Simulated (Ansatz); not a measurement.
SrCuSi in space group P6_3/mmc (No. 194; Sr on 2a, Si on 2c, Cu on 2d), PBE in the plane-wave PAW code Ansatz, all energies at zero smearing, with the estimated change up to a 700 eV cutoff added, with one set of potentials and settings (totals compare only within such a set). Cell of 6 atoms (2 Sr, 2 Si, 2 Cu): -21612.494 eV.

| element | reference phase | E (eV/atom) |
|---|---|---|
| Sr | C2/m, 3 atoms in the cell | -3544.2201 |
| Si | Fd-3m, 2 atoms in the cell | -635.8096 |
| Cu | Fm-3m, 1 atoms in the cell | -6625.1757 |

Formation energy per atom, worked out: (-21612.494 − 2×(-3544.2201) − 2×(-635.8096) − 2×(-6625.1757))/6 = -0.347 eV/atom (-33 kJ per mol of atoms), at 0 K, without zero-point energy or fitted corrections.

The workflow started from a Materials Project entry (that database holds measured and hypothetical structures alike); the Crystallography Open Database copy checked does not list it. With Si and Cu taken as one species the cell has the higher symmetry P6/mmm, so it may be an ordered model of a mixed-site phase. Whether it is the stable phase at ambient conditions was not checked. Symmetry was held in the PBE relaxation; its stability against distortions is not shown here. No spin polarisation was allowed. The references are the lowest solids computed at this level, not always the standard phases.

Potentials: the later of the program's two PAW sets.
